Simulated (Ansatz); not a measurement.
Input:

LaGaO$_{3}$ (space group R-3c)

```
CELL_PARAMETERS angstrom
      2.76127     1.59422     4.42450
     -2.76127     1.59422     4.42450
      0.00000    -3.18845     4.42450
ATOMIC_POSITIONS crystal
  La 0.25000 0.25000 0.25000
  La 0.75000 0.75000 0.75000
  Ga 0.00000 0.00000 0.00000
  Ga 0.50000 0.50000 0.50000
  O  0.75000 0.18459 0.31541
  O  0.25000 0.81541 0.68459
  O  0.31541 0.75000 0.18459
  O  0.68459 0.25000 0.81541
  O  0.18459 0.31541 0.75000
  O  0.81541 0.68459 0.25000
```

Equation-of-state scan: isotropic scaling of the cell above, V₀ being its volume. The atoms relax within the cell's symmetry.

The numbers are results of PBEsol (plane waves to 420 eV, PAW, scalar-relativistic; Ansatz, a program for electronic structure), not measurements. k mesh 7×7×7 (Γ-centred), Fermi-Dirac smearing 0.05 eV. E stands for the smeared free energy. Compression counts positive. With the shape held, the modulus is that of even scaling; a crystal free to change shape is softer. LaGaO3 is run without spin polarisation. LaGaO3 was relaxed with its symmetry unable to fall. This is one of several known forms of LaGaO3; the measured ambient cells at hand have space group No. 62. The zero of ΔE is the relaxed starting cell.

The scan covers V/V₀ from 0.900 to 1.100 in 13 points.

### Question
What is the fitted pressure derivative B₀′?

### Answer
4.6.

### Question
What bulk modulus at fixed cell shape B₀ follows from a third-order Birch-Murnaghan fit?

### Answer
181 GPa.

(Under strain, the slope of the energy per volume gives the stress and its curvature an elastic modulus.)
